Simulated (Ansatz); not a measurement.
**YTl (Pm-3m), a vibration from a frozen displacement**

Method: DFT LDA, scalar-relativistic, plane waves, PAW (Ansatz 0.2.0). Cutoff 420 eV, Γ-centred 12×12×12 k-points, Gaussian smearing of 0.15 eV. Spin–orbit coupling is left out, which matters for the heavy elements here. No spin polarisation. Energies are free energies at this smearing, counted from the undisturbed cell; pressure is positive in compression.

Zero of the scan (as given, not relaxed at this level; it stands at -2.9 GPa, and it needn't be the usual structure):

```
CELL_PARAMETERS angstrom
3.75100 0.00000 0.00000
0.00000 3.75100 0.00000
0.00000 0.00000 3.75100
ATOMIC_POSITIONS crystal
Y 0.50000 0.50000 0.50000
Tl 0.00000 0.00000 0.00000
```

Every Tl atom is moved by x along the Cartesian unit vector (-1.000, 0.000, 0.000); the cell and all other atoms stay fixed. The cell's volume is 52.78 Å³; the moved atoms weigh 204.380 u together and the others 88.906 u.

| x (Å) | ΔE (meV/cell) | total force on the moved atoms along the move (eV/Å) | pressure (GPa) |
| --- | --- | --- | --- |
| -0.1000 | 10.06 | 0.2030 | -2.8007 |
| -0.0500 | 2.50 | 0.1002 | -2.8949 |
| 0.0000 | 0.00 | 0.0000 | -2.9260 |
| 0.0750 | 5.64 | -0.1511 | -2.8558 |

What frequency belongs to this motion?

The force constant is k = −dF/dx = 2.008 eV/Å², from the parabola through x = -0.0500, 0 and 0.0750. In every cell the moved atoms swing against the rest, so the mass is μ = m₁m₂/(m₁ + m₂) = 61.955 u, and ν̃ = 521.5 cm⁻¹ × √(|k|/μ) = 94 cm⁻¹, at this cell's pressure of -2.9 GPa. To first order in x, and within 1 %, the force on every atom lies along the move and, within each of the two groups, in proportion to the atom's mass, so this is itself a mode at the zone centre of this cell.

How far does the harmonic law reach?

At x = -0.100 Å, kx²/2 = 10.04 meV against the computed 10.06 meV (+0.2 %): the well is still close to harmonic there.

In a metal these slopes depend on the k mesh and the smearing.